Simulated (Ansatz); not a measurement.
**How the vibrations of AlN change with volume**

Level of theory: DFT LDA, scalar-relativistic, plane waves, PAW (Ansatz 0.2.0). Cutoff 420 eV, 10×10×10 k-points (Γ-centred), fixed occupations. No spin polarisation. Phonons by linear response, acoustic sum rule imposed.

Relaxed structure:
```
CELL_PARAMETERS angstrom
0.00000 2.17114 2.17114
2.17114 0.00000 2.17114
2.17114 2.17114 0.00000
ATOMIC_POSITIONS crystal
Al 0.00000 0.00000 0.00000
N 0.75000 0.75000 0.75000
```

Cells at 0.98 and 1.02 times the equilibrium volume were relaxed in shape and atoms; γ = −d ln ν / d ln V, modes matched by rank.

Task: Give the optical frequencies at Γ without the LO field (cm⁻¹) at the three volumes and the mode Grüneisen parameters.

Result:
| 0.98 V | V | 1.02 V | γ | degeneracy |
| --- | --- | --- | --- | --- |
| 684 | 664 | 645 | 1.44 | 3 |

Task: What pressures hold the two strained cells, and what bulk modulus follows?

Result: 4.42 GPa at 0.98 V and -4.00 GPa at 1.02 V, so B = −dP/d ln V ≈ 210 GPa.

Task: How does the gap respond?

Result: It is 3.26, 3.25 and 3.24 eV at 0.98, 1 and 1.02 V: dE_g/d ln V = -0.5 eV.

Task: And the dielectric constants (a third of the trace)?

Result: ε∞: 4.51, 4.54, 4.57; ε0: 8.2, 8.4, 8.6, in order of rising volume.

This zinc-blende form isn't the usual stable structure of the compound.